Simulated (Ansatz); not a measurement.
The start is a randomly generated symmetric cell of Si (space group No. 191). A full variable-cell relaxation at zero pressure is run with r2SCAN (plane waves to 500 eV, PAW, scalar-relativistic; Ansatz, a program for electronic structure). The first steps use a 6×6×19 k-mesh.

Initial structure:
```
Si
1.0
    6.95858     0.00000     0.00000
   -3.47929     6.02631     0.00000
    0.00000     0.00000     1.69024
Si
4
Direct
  0.00000   0.00000   0.50000
  0.50000   0.00000   0.00000
  0.00000   0.50000   0.00000
  0.50000   0.50000   0.00000
```

Task: How much energy is released per atom?

Result: 4.52 eV/atom.

Task: How do the shortest distances between atoms change?

Result: The closest pairs of elements (up to four, under 3.6 Å), start → end: Si–Si 1.69 → 2.52 Å.

Task: What band gap does the relaxed structure have at this level?

Result: Zero (metallic).

Task: Write out the relaxed structure.

Result: 
```cif
data_Si4
_chemical_formula_sum 'Si4'
_space_group_name_H-M_alt 'P6/mmm'
_space_group_IT_number 191
_space_group_name_Hall '-P 6 2'
_cell_length_a 5.16476
_cell_length_b 5.16476
_cell_length_c 2.51810
_cell_angle_alpha 90.000
_cell_angle_beta 90.000
_cell_angle_gamma 120.000
loop_
_atom_site_label
_atom_site_type_symbol
_atom_site_symmetry_multiplicity
_atom_site_Wyckoff_symbol
_atom_site_fract_x
_atom_site_fract_y
_atom_site_fract_z
_atom_site_occupancy
Si1 Si 1 b 0.00000 0.00000 0.50000 1
Si2 Si 3 f 0.00000 0.50000 0.00000 1
```

The space group stays P6/mmm (No. 191) (the run could not lower it), with 4 atoms in the primitive cell. Final values are on a 11×11×18 k-mesh of the relaxed cell. No spin polarisation in the result.

The run could not lose the symmetry of its start, so the end can be a saddle point.

All atoms sit on sites fixed by symmetry, so only the cell could relax.

The relaxed structure here is a generated cell of Si: the first start was made by a random draw of sites in a space group, and the end was not matched to a known phase here, so it may be hypothetical. Known forms of Si include space group No. 227.
